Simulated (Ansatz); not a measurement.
An ordered 4-atom cell of Li2BrF on the rocksalt lattice (R-3m), relaxed with r2SCAN: 4 runs in Ansatz, each a calculation of independent-particle optics. It is trigonal, R-3m (No. 166); conventional cell a = 3.471 Å, c = 16.405 Å, 14.26 Å³ an atom. F has 6 Li at 2.28 Å; Br has 6 Li at 2.59 Å; Li has 3 F at 2.28 Å and 3 Br at 2.59 Å. Note: simulated data, non-magnetic, for a generated structure that need not be the stable one.

```xyz
4
Lattice="1.7354 1.0019 5.4685 -1.7354 1.0019 5.4685 0.0000 -2.0038 5.4685" Properties=species:S:1:pos:R:3 pbc="T T T"
F     1.7354    1.0019    5.4685
Br    0.0000    0.0000    8.2027
Li    0.0000    0.0000    4.3806
Li    0.0000    0.0000   12.0248
```

On meshes this coarse, single peaks can be features of the mesh. No local fields, no excitons; the zone sum runs over the cells of the mesh, and ε∞ includes the bands left out of the spectrum. Up to four peaks are listed, those above 15 % of the tallest and inside the complete range; the four can differ from row to row. Rows marked drawn have settings drawn at random (some not listed).

```
functional  k mesh  broadening (eV)    scissors (eV)  range (eV)  settings  direct gap on the mesh before scissors (eV)  ε∞ xx  ε∞ yy  ε∞ zz  complete up to (eV)  tallest peaks of mean ε₂ (eV)
       PBE   6×6×6              0.1             0.00        0–17    chosen                                         3.44   3.23   3.23   3.23                 17.0          8.05 9.05 10.25 10.55
    r2SCAN   6×6×6              0.1             0.00        0–17    chosen                                         4.09   2.95   2.95   2.96                 17.0          8.95 9.90 11.10 11.45
       PBE   6×6×6              0.1  1.24 (to HSE06)        0–17    chosen                                         3.44   2.98   2.98   2.97                 17.0         9.30 10.30 11.45 11.80
       LDA   6×6×6             0.03             1.50      0.5–20     drawn                                         3.13   3.02   3.02   3.02                 20.0         9.40 10.20 11.00 11.80
```

Spin-orbit coupling is left out.
